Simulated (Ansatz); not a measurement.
Mg3H2O4 — 17O NMR of the central transition

Cell: a computed structure from the Materials Project (it need not be an observed phase) whose atoms were relaxed with PBE, the cell held.

Space group P-3m1 (No. 164); a = 3.0303, c = 19.2025 Å, γ = 120.00°.

```csv
site,Wyckoff,site symmetry,x,y,z
Mg1,2d,3m.,0.6667,0.3333,0.2476
Mg2,2d,3m.,0.3333,0.6667,0.3742
Mg5,2c,3m.,0.0000,0.0000,0.8791
H7,2d,3m.,0.3333,0.6667,0.9848
H9,2d,3m.,0.6667,0.3333,0.4799
O11,2d,3m.,0.3333,0.6667,0.9344
O12,2c,3m.,0.0000,0.0000,0.6892
O13,2d,3m.,0.6667,0.3333,0.4297
O16,2d,3m.,0.3333,0.6667,0.1844
```

One atom of each set is listed.

Method: Kohn–Sham DFT in Ansatz, PBE, plane waves and PAW (field gradients read without the response of the frozen cores, which leaves them typically 4 to 6 % off), scalar-relativistic, 420 eV cutoff, Γ-centred 8×8×1 k-points, Fermi–Dirac smearing 0.02 eV.

17O has I = 5/2 and Q = -25.58 mb (Pyykkö 2018); at 35.2 T its Larmor frequency is ν₀ = 203.3 MHz. Only the quadrupole interaction is simulated: positions count from each site's isotropic chemical shift, and J coupling is left out, as are shift anisotropy and dipolar coupling, which fast spinning averages.

Question: Give C_Q, η, the quadrupolar product P_Q = |C_Q|(1 + η²/3)^½, the second-order isotropic shift and the breadth of the pattern (fast magic-angle spinning) for each O site.

Answer: 

```
site                    first shell  C_Q (MHz)     η  P_Q (MHz)  δ_QIS (ppm)  breadth (kHz)
 O11  1 H at 0.97 Å, 3 Mg at 2.05 Å      -8.36  0.00       8.36        -10.2           4.42
 O12                 6 Mg at 2.13 Å      0.497  0.00      0.497      -0.0359         0.0156
 O13  1 H at 0.97 Å, 3 Mg at 2.05 Å      -8.75  0.00       8.75        -11.1           4.84
 O16                 6 Mg at 2.13 Å      0.492  0.00      0.492      -0.0352         0.0153
```

δ_QIS = −(ν_Q²/30ν₀²)[I(I+1) − 3/4](1 + η²/3) × 10⁶ ppm with ν_Q = 3|C_Q|/[2I(2I−1)]; it falls as 1/B₀² in ppm, and the breadth as 1/B₀ in kHz.

An axis of threefold or higher order runs through O11, O12, O13 and O16, so V_zz lies along it and η is zero.

At this cell the principal stresses reach 5 GPa in size with PBE, which can matter for small gradients.

The run took 8.1 s of wall time (8.2 s of CPU time) and 0.43 GiB at its peak, on 1 thread of Arm Neoverse V2 (aarch64; 8 cores open to the job, memory cap 2.5 GiB, no GPU), a shared host with a load of 0.4 a core.
